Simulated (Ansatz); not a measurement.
## How Fe answers to pressure

```
Fe
1.0
    -1.43900    1.43900    1.43900
     1.43900   -1.43900    1.43900
     1.43900    1.43900   -1.43900
Fe
1
Direct
  0.00000 0.00000 0.00000
```

The geometry is COD entry 9013474, unchecked; take it as a test cell. It was measured hot, at 722 K.

Theory: Ansatz 0.2.0, DFT, PBE, all-electron LAPW, scalar-relativistic.

Numerical set-up: a Γ-centred 18×18×18 k mesh, Fermi–Dirac smearing of 0.03 eV, basis error target 0.5 meV/atom, spin-polarised from start moments Fe 3 μB.

The cell is scaled evenly with fractional coordinates held.

| V/V(cell) | P (GPa) | cell moment (μB) |
| --- | --- | --- |
| 0.9500 | 0.28 | 2.161 |
| 0.9750 | -5.03 | 2.173 |
| 1.0000 | -9.13 | 2.208 |
| 1.0250 | -12.14 | 2.268 |

Task: From the rows at 0.9750 and 1.0250, what is the bulk modulus at the cell's volume?

Result: B = −ΔP/Δln V = −[(-12.14) − (-5.03)]/0.05001 = 142.2 GPa. This is the modulus at -9.13 GPa, not at zero pressure.

In a magnetic metal the moment, and with it the modulus, depend on the k mesh by some per cent, and the slopes vary along the table.

Task: How does the moment scale with volume?

Result: dln M/dln V = ln(2.268/2.173)/0.05001 = 0.9: expansion raises it.

Task: Predict the row at V/V(cell) = 1.0500. How far is a linear estimate of P off?

Result: P = -14.52 GPa, moment 2.333 μB. The linear estimate P(cell) − B ln(V/V(cell)) = -16.07 GPa misses by 1.55 GPa, since the modulus falls on expansion.
